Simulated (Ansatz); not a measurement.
## Relaxing ScAl in the L11 type

First guess:

```
CELL_PARAMETERS angstrom
1.52672 -0.88145 4.98730
0.00000 1.76291 4.98730
-1.52672 -0.88145 4.98730
ATOMIC_POSITIONS crystal
Al 0.00000 0.00000 0.00000
Sc 0.50000 0.50000 0.50000
```

Level of theory: Ansatz 0.2.0, DFT, LDA, PAW with Ansatz's default frozen-core files, scalar-relativistic.

Cell and atoms relax within the symmetry of the start on a 14×14×14 k mesh with 0.05 eV Fermi–Dirac smearing.

The start is built from a prototype, known or not as a phase of this compound; the cutoff is 420 eV.

Question: What is the pressure of the first guess?

Answer: -3.28 GPa.

Question: What does it relax to?

Answer: a = 3.166 Å, b = 3.166 Å, c = 13.531 Å, α = 90.00°, β = 90.00°, γ = 120.00° (conventional cell), 19.57 Å³ per atom:
Space group R-3m:H (No. 166). a = 3.166 Å, b = 3.166 Å, c = 13.531 Å, α = 90.00°, β = 90.00°, γ = 120.00°
| atom | site | symmetry | x | y | z |
| --- | --- | --- | --- | --- | --- |
| Al | 3a | -3m | 0.0000 | 0.0000 | 0.0000 |
| Sc | 3b | -3m | 0.6667 | 0.3333 | 0.8333 |

Question: How much energy does the relaxation release?

Answer: 62 meV/atom.
